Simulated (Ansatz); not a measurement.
RbP$_{2}$Ru$_{2}$ in space group I4/mmm (No. 139; Rb on 2a, P on 4e, Ru on 4d), PBE (plane waves, PAW; program Ansatz), all energies at zero smearing, with the estimated change up to a 700 eV cutoff added, with one set of potentials and settings (totals compare only within such a set). Cell of 5 atoms (1 Rb, 2 P, 2 Ru): -16539.251 eV.

| element | reference phase | E (eV/atom) |
|---|---|---|
| Rb | Cmcm, 2 atoms in the cell | -3267.3525 |
| P | Cmce, 4 atoms in the cell | -755.6743 |
| Ru | P6_3/mmc, 2 atoms in the cell | -5878.6876 |

Formation energy per atom, worked out: (-16539.251 − 1×(-3267.3525) − 2×(-755.6743) − 2×(-5878.6876))/5 = -0.635 eV/atom (-61 kJ per mol of atoms), at 0 K, without zero-point energy or fitted corrections.

The workflow started from a Materials Project entry (that database holds measured and hypothetical structures alike); the Crystallography Open Database copy checked does not list it. Its standing as an ambient phase is unchecked. Symmetry was held in the PBE relaxation; of distortions, only those at the zone centre were tested. The run is not spin-polarised. The references are the lowest solids computed at this level, not always the standard phases.

Potentials: the later of the program's two PAW sets.
